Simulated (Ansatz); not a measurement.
Geometry optimisation in Ansatz: input, command and trajectory.

```yaml
crystal:
  lattice:
    - [4.3792366602, 0.0, 0.0]
    - [0.0, 4.3792366602, 0.0]
    - [0.0, 0.0, 4.3792366602]
  atoms:
    - { symbol: Cd, position: [0.0, 0.0, 0.0] }
    - { symbol: Cd, position: [0.5, 0.5, 0.5] }
    - { symbol: O, position: [0.25, 0.25, 0.25] }
    - { symbol: O, position: [0.25, 0.75, 0.75] }
    - { symbol: O, position: [0.75, 0.75, 0.25] }
    - { symbol: O, position: [0.75, 0.25, 0.75] }
basis:
  ecutwfc: 500
kpoints:
  mp_grid: { grid: [4, 4, 4] }
hamiltonian:
  xc: r2scan
scf:
  occupations: { method: gaussian, width: 0.1 }
  lower_state_search: "off"
output:
  forces: true
  stress: true
  eigenvalues: true
relax:
  adjacent_minimum: "off"
  f_tol: 0.04
  max_steps: 70
  cell: { stress_tol: 0.4 }
```

```bash
ansatz run input.yaml --threads 1 --pin off --max-ram 2560MiB --backend cpu --events-out ev --progress --plain --runs-dir out
```

Level of theory: DFT r2SCAN, scalar-relativistic, plane waves, PAW (Ansatz).

Of 5 frames 5 are shown, positions in Å and forces in eV/Å; the SCF threshold varies from step to step. Steps run on the plane waves of an earlier cell, with a Pulay correction in the pressure. The basis is chosen afresh for the last frame, the zero of the energies, and at times for earlier ones too; energy and pressure step there, also at an unchanged geometry. Here that happened at step 5 (-3 meV/atom, 0.1 GPa); the frames before carry an error of that size.

```xyz
6
Lattice="4.3792 0.0000 0.0000 0.0000 4.3792 0.0000 0.0000 0.0000 4.3792" Properties=species:S:1:pos:R:3:forces:R:3 pbc="T T T" step=1 free_energy_over_end_meV_per_atom=179.25 pressure_GPa=22.70
Cd    0.0000    0.0000    0.0000    0.0000    0.0000    0.0000
Cd    2.1896    2.1896    2.1896    0.0000    0.0000    0.0000
O     1.0948    1.0948    1.0948    0.0000    0.0000    0.0000
O     1.0948    3.2844    3.2844    0.0000    0.0000    0.0000
O     3.2844    3.2844    1.0948    0.0000    0.0000    0.0000
O     3.2844    1.0948    3.2844    0.0000    0.0000    0.0000
6
Lattice="4.5454 0.0000 0.0000 0.0000 4.5454 0.0000 0.0000 0.0000 4.5454" Properties=species:S:1:pos:R:3:forces:R:3 pbc="T T T" step=2 free_energy_over_end_meV_per_atom=32.39 pressure_GPa=7.50
Cd    0.0000    0.0000    0.0000    0.0000    0.0000    0.0000
Cd    2.2727    2.2727    2.2727    0.0000    0.0000    0.0000
O     1.1363    1.1363    1.1363    0.0000    0.0000    0.0000
O     1.1363    3.4090    3.4090    0.0000    0.0000    0.0000
O     3.4090    3.4090    1.1363    0.0000    0.0000    0.0000
O     3.4090    1.1363    3.4090    0.0000    0.0000    0.0000
6
Lattice="4.6372 0.0000 0.0000 0.0000 4.6372 0.0000 0.0000 0.0000 4.6372" Properties=species:S:1:pos:R:3:forces:R:3 pbc="T T T" step=3 free_energy_over_end_meV_per_atom=5.12 pressure_GPa=2.03
Cd    0.0000    0.0000    0.0000    0.0000    0.0000    0.0000
Cd    2.3186    2.3186    2.3186    0.0000    0.0000    0.0000
O     1.1593    1.1593    1.1593    0.0000    0.0000    0.0000
O     1.1593    3.4779    3.4779    0.0000    0.0000    0.0000
O     3.4779    3.4779    1.1593    0.0000    0.0000    0.0000
O     3.4779    1.1593    3.4779    0.0000    0.0000    0.0000
6
Lattice="4.6813 0.0000 0.0000 0.0000 4.6813 0.0000 0.0000 0.0000 4.6813" Properties=species:S:1:pos:R:3:forces:R:3 pbc="T T T" step=4 free_energy_over_end_meV_per_atom=2.54 pressure_GPa=-0.06
Cd    0.0000    0.0000    0.0000    0.0000    0.0000    0.0000
Cd    2.3406    2.3406    2.3406    0.0000    0.0000    0.0000
O     1.1703    1.1703    1.1703    0.0000    0.0000    0.0000
O     1.1703    3.5109    3.5109    0.0000    0.0000    0.0000
O     3.5109    3.5109    1.1703    0.0000    0.0000    0.0000
O     3.5109    1.1703    3.5109    0.0000    0.0000    0.0000
6
Lattice="4.6813 0.0000 0.0000 0.0000 4.6813 0.0000 0.0000 0.0000 4.6813" Properties=species:S:1:pos:R:3:forces:R:3 pbc="T T T" step=5 free_energy_over_end_meV_per_atom=0.00 pressure_GPa=0.07
Cd    0.0000    0.0000    0.0000    0.0000    0.0000    0.0000
Cd    2.3406    2.3406    2.3406    0.0000    0.0000    0.0000
O     1.1703    1.1703    1.1703    0.0000    0.0000    0.0000
O     1.1703    3.5109    3.5109    0.0000    0.0000    0.0000
O     3.5109    3.5109    1.1703    0.0000    0.0000    0.0000
O     3.5109    1.1703    3.5109    0.0000    0.0000    0.0000
```

The start puts this composition into another compound's structure type, which needn't suit it. At the end the space group is Pn-3m (tolerance 0.05 Å).

The k mesh is coarse. Spin polarisation was left out, and a magnetic state may lie lower.